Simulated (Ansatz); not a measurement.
In$_{2}$SeS:
```yaml
crystal:
  lattice:
    - [4.00903, 0.00000, 0.00000]
    - [-2.00452, 3.47193, 0.00000]
    - [0.00000, 0.00000, 9.21747]
  atoms:
    - { symbol: In, position: [0.00000, 0.00000, 0.44943] }
    - { symbol: In, position: [0.33333, 0.66667, 0.02460] }
    - { symbol: Se, position: [0.33333, 0.66667, 0.58551] }
    - { symbol: S, position: [0.00000, 0.00000, 0.18845] }
```

This is the PBEsol-relaxed structure.

**Question.** All from plane-wave PAW PBEsol (Ansatz code), unless another level is named. Give the gap with spin–orbit coupling.

**Answer.** 0.37 eV.

**Question.** And the band gap?

**Answer.** 0.38 eV (indirect).

**Question.** What about the electron effective mass?

**Answer.** 0.17, 0.17, 0.20 mₑ (principal values).

**Question.** Predict the valence-band maximum.

**Answer.** at K.

**Question.** And the conduction-band minimum?

**Answer.** at A.

Space group P3m1. The start of the workflow was typed in or built on a structure type; neither database checked (COD, Materials Project) lists it. Its standing as an ambient phase is unchecked. The PBEsol relaxation kept the symmetry of its start. At this level the phase is mechanically unstable. Spin–orbit coupling is left out wherever it is not named.

Potentials: the earlier of the program's two PAW sets. The files were generated under PBE; for other functionals the program regenerates the frozen cores, and for LDA and PBEsol the local potential too.
